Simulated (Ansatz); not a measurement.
Input file for Ansatz (a first-principles code):

Ansatz 0.2 input:
```yaml
crystal:
  lattice:
    - [5.6924652253, 0.0, 0.0]
    - [0.0, 5.6924652253, 0.0]
    - [0.0, 0.0, 4.0543397366]
  atoms:
    - { symbol: H, position: [0.0, 0.8518401509, 0.8533841468] }
    - { symbol: H, position: [0.6481598491, 0.5, 0.8533841468] }
    - { symbol: H, position: [0.0, 0.1481598491, 0.8533841468] }
    - { symbol: H, position: [0.3518401509, 0.5, 0.8533841468] }
    - { symbol: H, position: [0.5, 0.6481598491, 0.1466158532] }
    - { symbol: H, position: [0.1481598491, 0.0, 0.1466158532] }
    - { symbol: H, position: [0.5, 0.3518401509, 0.1466158532] }
    - { symbol: H, position: [0.8518401509, 0.0, 0.1466158532] }
    - { symbol: Br, position: [0.0, 0.5, 0.5313173418] }
    - { symbol: Br, position: [0.5, 0.0, 0.4686826582] }
    - { symbol: N, position: [0.0, 0.0, 0.0] }
    - { symbol: N, position: [0.5, 0.5, 0.0] }
kpoints:
  mp_grid: { grid: [5, 5, 7] }
hamiltonian:
  xc: r2scan
  dispersion: d4
  pseudopotentials: { kind: paw }
scf:
  occupations: { method: fixed }
checkpoint: { read: static.run }
output: { bader: true, populations: true }
```

Output (shortened):

```
Pseudopotential: H, paw, valence charge 1
Pseudopotential: Br, paw, valence charge 7
Pseudopotential: N, paw, valence charge 5
Functional definition: r2SCAN
Crystal: 12 atoms, lattice volume = 131.377 Å³
Basis set: ecut = 500 eV, 3339 PW (Γ), exchange–correlation on 180×180×120 points (64 copies of the dense FFT grid, shifted against one another)
Bands: 28, of which v1, the nominal top of the filled ones, is band 16 counted from 1 (15 counted from 0)
Symmetry: 16 space group operations
Space group: P4/nmm (ITA 129), of the structure as read, at distance tolerance 5.1e-5 Å
k-points: 24 of 175
Stability of the state it starts from, as read at its close in the unpolarized treatment …
iter 1 solved again at ethr=1.18e-7 eV; its pass at ethr=3.10e-3 eV (dr2=3.77e-5 eV) is discarded
SCF iter   1: F=—  HF=-6490.183322 eV  |F-HF|=—  |Δ(HF+E_count)|=         —  Δρ=9.59e-7  dr2=6.34e-10  dr2_τ=9.65e-11  ethr=1.18e-7  ⟨swp⟩=3.9  Hψ=4598  notcnv=0  defer=240
preconditioner: auto → Resta (q_TF=auto, 2.156 Å⁻¹)
SCF iter   2: F=-6490.183322 eV  HF=-6490.183322 eV  |F-HF|=2.96e-10  |Δ(HF+E_count)|=   8.00e-8  Δρ=7.15e-7  dr2=4.40e-10  dr2_τ=1.23e-10  ethr=1.98e-12  ⟨swp⟩=12.1  Hψ=4729  notcnv=0
SCF 1 converged in 2 iterations: F = -6490.183322 eV  dr2 = 4.40e-10
SCF converged after 2 iterations
Free energy (F): -6490.183322 eV
Harris-Foulkes:  -6490.183322 eV  (|F-HF|=2.96e-10)
Internal energy: -6490.183322 eV  (E = F + TS)
E sigma→0 (E₀):  -6490.183322 eV
Fermi energy:    0.497825 eV
--- Per-component energies (eV) ---
  E_band       = -214.009159
  E_kinetic    = 643.853150
  E_local      = -1304.316602  (includes V_loc(G=0)·N_el)
  E_nonlocal   = 244.446743
  E_hartree    = 371.449293
  E_xc         = -691.932405
  E_vxc        = -500.587669  (∫ρ·V_xc dr)
  E_paw        = -4804.386028  (= ΣΔE_a)
  E_vpaw       = -68.635068  (= ΣTr[D̂ρ^β])
  E_aug_tail   = -0.003665  (compensation charges beyond the density's cutoff)
  E_vtau       = 28.334774  (kinetic-family band-sum trace: ∫τ·v_τ [+ j·A + Jᵃ·Aᵃ] dr)
  E_ewald      = -948.573929
  E_disp       = -0.344363  (pairwise vdW)
  E_core_change = -0.375517  (= ΣΔE_core)
  E_smearing   =  0.000000  (= −TS)
  E_closure    = 0.000000  (closes the sum)
  Σ components = -6490.183322   (vs F -6490.183322, Δ=0.00e0)
  [band-id]    e_kinetic+e_local+e_nonlocal+2·e_hartree+e_vxc+e_vpaw+e_augmentation_tail+e_vtau = -214.009750   (vs E_band -214.009159, Δ=-5.91e-4)
--- Band table (eV; the first three rows and the last of 24) ---
  k-point 0: bands = ["-18.6974", "-18.5722", "-12.5456", "-12.4005", "-7.5453", "-7.5453", "-7.2028", "-7.2028", "-7.1357", "-7.0108", "-0.4788", "-0.4788", "0.4291", "0.4291", "0.4554", "0.4978", "5.4298", "6.6860", "7.9787", "8.1252", "8.1807", "9.4039", …
  k-point 1: bands = ["-18.6852", "-18.5649", "-12.5616", "-12.3652", "-7.5189", "-7.5189", "-7.1913", "-7.1913", "-7.1537", "-7.0703", "-0.5467", "-0.5467", "0.0349", "0.2252", "0.4141", "0.4141", "5.8918", "6.9947", "8.3115", "8.5915", "8.6495", "9.3237", …
  k-point 2: bands = ["-18.6574", "-18.5485", "-12.5881", "-12.2955", "-7.4573", "-7.4573", "-7.2010", "-7.1878", "-7.1660", "-7.1660", "-0.6987", "-0.6987", "-0.6761", "-0.3607", "0.3770", "0.3770", "6.9052", "7.8194", "8.8686", "9.2062", "9.2062", "9.5147", …
  k-point 23: bands = ["-18.5852", "-18.5757", "-12.4426", "-12.4076", "-7.5044", "-7.4864", "-7.4470", "-7.4200", "-7.0749", "-7.0458", "-0.5547", "-0.5472", "-0.4486", "-0.4133", "0.3099", "0.4315", "7.1075", "7.1124", "7.9417", "8.2057", "9.2262", …
--- Löwdin populations: 12 sites ---
  site symbol       q [e]
     0      H      0.6702
     1      H      0.6702
     2      H      0.6702
     3      H      0.6702
     4      H      0.6702
     5      H      0.6702
     6      H      0.6702
     7      H      0.6702
     8     Br      7.6420
     9     Br      7.6420
    10      N      5.5098
    11      N      5.5098
  spilling = 0.010460 (of n_electrons = 32.000000)
--- Bader charges: 12 sites ---
  site symbol  charge [e]  shift [e]
     0      H      0.4791     0.0028
     1      H      0.4791     0.0028
     2      H      0.4791     0.0028
     3      H      0.4791     0.0028
     4      H      0.4791     0.0028
     5      H      0.4791     0.0028
     6      H      0.4791     0.0028
     7      H      0.4791     0.0028
     8     Br     -0.7517     0.0000
     9     Br     -0.7517     0.0000
    10      N     -1.1648     0.0113
    11      N     -1.1648     0.0113
  shift: an alarm, by how much a part of what the PAW files miss would move the charge. Where it is large, compare
  with a run on PAW files of another source; a small one proves nothing
  estimated error of the sums over rays = 2.3e-4 e
```

Cost: roughly 3 core-minutes on shared cores.

The workflow started from a Materials Project entry (that database holds measured and hypothetical structures alike); the Crystallography Open Database files this formula in space group No. 129, but the cells were not matched. Whether it is the stable phase at ambient conditions was not checked. The cell was relaxed with r²SCAN+D4 under the symmetry of its start; phonons on a q-mesh show no instability. Spin–orbit coupling is left out wherever it is not named.

Potentials: the later of the program's two PAW sets.

Ansatz is a plane-wave DFT program.
